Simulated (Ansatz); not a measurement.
Starting cell, Cu (fcc, Cu type):

```yaml
crystal:
  lattice:
    - [0.00000, 3.57675, 3.57675]
    - [1.78838, 1.78838, 3.57675]
    - [1.78838, 1.78838, 0.00000]
  atoms:
    - { symbol: Cu, position: [0.00000, 0.00000, 0.00000] }
    - { symbol: Cu, position: [0.50000, 0.00000, 0.00000] }
```

The atoms are displaced by Q × the pattern below (from a DFPT mode at X = (0.5, 0.5, 0.0), largest move 1; Q in Å), at fixed cell. It is one choice among 2 degenerate patterns. (q is in reciprocal vectors of the primitive cell; the cell shown is doubled to hold the pattern.)

```csv
atom,x,y,z
Cu1,0.000,1.000,0.000
Cu2,0.000,-1.000,0.000
```

Computed with r2SCAN (plane waves to 500 eV, PAW, scalar-relativistic; Ansatz, a program for electronic structure). k mesh 22×22×22 (Γ-centred), Fermi-Dirac smearing 0.05 eV. With partly filled bands, energies and forces of such displacements shift with the k mesh and the smearing. Cu is run without spin polarisation. Cu was relaxed with its symmetry unable to fall. 

```json
[
 {"Q (Å)": "-0.280", "−dE/dQ from forces (eV/Å)": "4.994"},
 {"Q (Å)": "-0.233", "−dE/dQ from forces (eV/Å)": "3.973"},
 {"Q (Å)": "-0.187", "−dE/dQ from forces (eV/Å)": "3.046"},
 {"Q (Å)": "-0.140", "−dE/dQ from forces (eV/Å)": "2.207"},
 {"Q (Å)": "-0.093", "−dE/dQ from forces (eV/Å)": "1.435"},
 {"Q (Å)": "-0.047", "−dE/dQ from forces (eV/Å)": "0.707"},
 {"Q (Å)": "0.000", "−dE/dQ from forces (eV/Å)": "0.000"},
 {"Q (Å)": "0.047", "−dE/dQ from forces (eV/Å)": "-0.707"},
 {"Q (Å)": "0.093", "−dE/dQ from forces (eV/Å)": "-1.435"},
 {"Q (Å)": "0.140", "−dE/dQ from forces (eV/Å)": "-2.207"},
 {"Q (Å)": "0.187", "−dE/dQ from forces (eV/Å)": "-3.046"},
 {"Q (Å)": "0.233", "−dE/dQ from forces (eV/Å)": "-3.973"},
 {"Q (Å)": "0.280", "−dE/dQ from forces (eV/Å)": "-4.994"}
]
```

**Question.** What harmonic wavenumber does the curvature at Q = 0 give?

**Answer.** 180 cm⁻¹. E″ = 15.06 eV/Å², M = Σ mᵢ|uᵢ|² = 127.1 u, ν̃ = 521.5·√(|E″|/M).

(For displaced atoms, the force is minus the slope of the energy, and its curvature is a force constant, which sets phonon frequencies.)
